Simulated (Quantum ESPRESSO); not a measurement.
Cs$_{2}$KYF$_{6}$ is taken in the cubic space group Fm-3m (No. 225), Pearson symbol cF40. Conventional cell: a = b = c = 9.6213 Å, α = β = γ = 90.00°. F on 24e is coordinated by 1 Y at 2.196 Å and 1 K at 2.615 Å and 4 Cs at 3.408 Å (octahedral). K on 4b sees 6 F at 2.615 Å (octahedral). Y on 4a sees 6 F at 2.196 Å (octahedral). Cs on 8c is surrounded by 12 F at 3.408 Å (cuboctahedral). (Neighbours: up to the widest gap in distance over summed covalent radii, below 1.35, at either atom; cation-cation contacts left out.)
(The calculation used a cell of 10 atoms; values per cell refer to that cell.)

The geometry is that of Materials Project entry mp-6059, symmetrised and not relaxed again.

Q: What does PBEsol (pw.x of Quantum ESPRESSO, ONCV potentials, no spin-orbit coupling) give for the electronic structure near the Fermi level?

A: The PBEsol gap is direct, 6.33 eV at Γ. Another valence extremum on the path lies within 0.02 eV, too close to call.
